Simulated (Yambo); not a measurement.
BSE-type run in Yambo on Na₂PdH₄ (space group I4/mmm, No. 139), at zero momentum.

Quantum ESPRESSO step (LDA, PseudoDojo standard norm-conserving files, scalar-relativistic):
```
&CONTROL
  calculation = 'nscf'
  pseudo_dir = './pseudo'
  outdir = './out'
/
&SYSTEM
  ibrav = 0
  nat = 7
  ntyp = 3
  ecutwfc = 88.0
  ecutrho = 352.0
  occupations = 'fixed'
  force_symmorphic = .true.
  nbnd = 57
/
&ELECTRONS
  conv_thr = 7.000000000000001e-09
  diago_full_acc = .true.
  diago_thr_init = 1e-08
/
ATOMIC_SPECIES
H 1.0080 H.upf
Na 22.9898 Na.upf
Pd 106.4200 Pd.upf
CELL_PARAMETERS angstrom
 -2.636935000000   2.636935000000   3.243215000000
  2.636935000000  -2.636935000000   3.243215000000
  2.636935000000   2.636935000000  -3.243215000000
ATOMIC_POSITIONS crystal
H   0.220180000000   0.220180000000   0.440360000000
H   0.779820000000   0.779820000000   0.559640000000
H   0.220180000000   0.779820000000  -0.000000000000
H   0.779820000000   0.220180000000   0.000000000000
Na   0.750000000000   0.250000000000   0.500000000000
Na   0.250000000000   0.750000000000   0.500000000000
Pd   0.000000000000   0.000000000000   0.000000000000
K_POINTS automatic
6 6 6 0 0 0
```

Yambo input:
```
rim_cut
optics
bse
bss
dipoles
em1s
RandQpts= 1000000
RandGvec= 1 Ry
FFTGvecs= 40 Ry
Chimod= "HARTREE"
BSKmod= "SEX"
BSEmod= "resonant"
BSSmod= "hs"
BSENGexx= 15 Ry
BSENGBlk= 3 Ry
% KfnQP_E
 1.616 | 1.0 | 1.0 |
%
% BSEQptR
 1 | 1 |
%
% BSEBands
 13 | 24 |
%
% BEnRange
 0.0 | 10.7 | eV
%
% BDmRange
 0.15 | 0.15 | eV
%
BEnSteps= 214
% BLongDir
 1.0 | 0.0 | 0.0 |
%
BSHayTrs= -0.02
BSSNEig= 24
WRbsWF
% BndsRnXs
 7 | 53 |
%
NGsBlkXs= 3 Ry
% LongDrXs
 1.0 | 1.0 | 1.0 |
%
```

From the report:

The dimension is k points × valence × conduction bands = 216 × 8 × 4 = 6912.
```
   [SLEPC] Approach                          : Krylov-Schur
   [SLEPC] Number of requested eigenvalues   :  24
   [SLEPC] Number of eigenvalues        [NEV]:  24
    [K] Dimension                                    :   6912
    [K] Bands                                        :  13  24
    [K] Exchange res                                 : yes
    [K] Correlation res                              : yes
    [K] W interaction is bare                        : no
    [K] RL vectors exchange                          :   627
    [K] RL vectors correlation                       :   63
    [W] Matrix size                                  :   63
    [W] Bands                                        :    7   53
    [W] Coulomb Cutoff                               : none
    [W] Hxc Kernel                                   : HARTREE
```

Spin-orbit coupling is not included.

Geometry of the Materials Project entry, not relaxed at this level.

The structure is a Materials Project entry; no match was found in the copy of COD used, and its stability was not checked.
